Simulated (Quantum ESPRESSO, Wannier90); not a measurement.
## BaHI (P4/nmm), plane waves to Wannier functions

```xyz
6
Lattice="4.7758 0.0000 0.0000 0.0000 4.7758 0.0000 0.0000 0.0000 7.8002" Properties=species:S:1:pos:R:3 pbc="T T T"
Ba     2.3879     0.0000    -1.3502
Ba     0.0000     2.3879     1.3502
H      2.3879     2.3879     0.0000
H      0.0000     0.0000     0.0000
I      0.0000     2.3879    -2.6554
I      2.3879     0.0000     2.6554
```

Materials Project entry mp-23862; symmetrised, unrelaxed at this level. COD (Crystallography Open Database) has an entry of this formula and space group (matched by these alone). Level: PBEsol, spinors with spin-orbit coupling; pw.x of Quantum ESPRESSO at 58 Ry with PseudoDojo potentials, 4×4×4 k-points, Wannier90. Density: 6×6×4 mesh, cold smearing 0.01 Ry.

Valence charges of the files: Ba 10, H 1, I 7. 84 bands were computed.

Isolated groups of bands, relative to the valence-band maximum (bands from 37 on overlap up to the last one computed):

```
bands  from (eV)  to (eV)  filling           weight on atomic waves
-----  ---------  -------  -------  -------------------------------
1–4       -26.73   -26.69   filled                       Ba 5s 98 %
5–8       -13.45   -13.26   filled                       Ba 5p 95 %
9–20      -12.20   -10.92   filled            Ba 5p 66 %, I 5s 31 %
21–36      -3.38     0.00   filled  I 5p 70 %, H 1s 20 %, Ba 6s 4 %
```

Wanted is a model with the orbitals Ba s d, H s, I p, without the filled groups that are mainly made of other shells (semicore states, and anion s where it isn't named); all higher bands stay in for disentanglement.

Problem. Give num_wann, exclude_bands and num_bands, and the number of electrons that the model holds.

Solution. Electrons: 2×10 + 2×1 + 2×7 = 36, which fill 36 bands.
num_wann = 2 × (2×6 + 2×1 + 2×3) = 40.
exclude_bands = 1-20, 20 bands, so num_bands = 84 − 20 = 64.
The model holds 36 − 1×20 = 16 electrons. With the window frozen to 4.05 eV it follows pw.x to 11 meV rms (states up to 3.6 eV relative to the valence-band maximum).
